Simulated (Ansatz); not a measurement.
A geometry of TiAl away from equilibrium: step 15 of the relaxation of a generated trial cell of TiAl in the AFLOW prototype AB_hP8_194_ad_f (B_i, as in TiAs). Method: PBE (plane waves to 420 eV, PAW, scalar-relativistic; Ansatz, a first-principles code). Γ-centred k-mesh 11×11×3 on the run's cell (coarser than for final values), Fermi–Dirac smearing 0.05 eV.

```yaml
crystal:
  lattice:
    - [3.01274, 0.00000, 0.00000]
    - [-1.50637, 2.60911, 0.00000]
    - [0.00000, 0.00000, 16.72103]
  atoms:
    - { symbol: Ti, position: [0.33333, 0.66667, 0.12710] }
    - { symbol: Ti, position: [0.66667, 0.33333, 0.62710] }
    - { symbol: Ti, position: [0.66667, 0.33333, 0.87290] }
    - { symbol: Ti, position: [0.33333, 0.66667, 0.37290] }
    - { symbol: Al, position: [0.00000, 0.00000, 0.00000] }
    - { symbol: Al, position: [0.00000, 0.00000, 0.50000] }
    - { symbol: Al, position: [0.33333, 0.66667, 0.75000] }
    - { symbol: Al, position: [0.66667, 0.33333, 0.25000] }
```

**Question.** Which atoms carry the largest force, and which way does it point?

**Answer.** 0.13 eV/Å, on Ti1, Ti2, Ti3, Ti4 (atoms numbered as listed); on Ti1 its components are (0.00, 0.00, -0.13).

**Question.** What is the pressure?

**Answer.** +5.4 GPa, compression positive.

**Question.** How far above the relaxed end point is this geometry?

**Answer.** 0.09 eV/atom; the path ends in P6₃/mmc (No. 194).

No spin polarisation in the result. A magnetic state may lie lower.

The run could not lower the symmetry of its start; a shaken copy of this end point relaxes with PBE to P4/mmm (No. 123), 0.18 eV/atom lower.

The end of the path is a generated cell of TiAl: the first start was made by placing the elements on the sites of a structure type, and the end was not matched to a known phase here, so it may be hypothetical. Known forms of TiAl include space group No. 123.
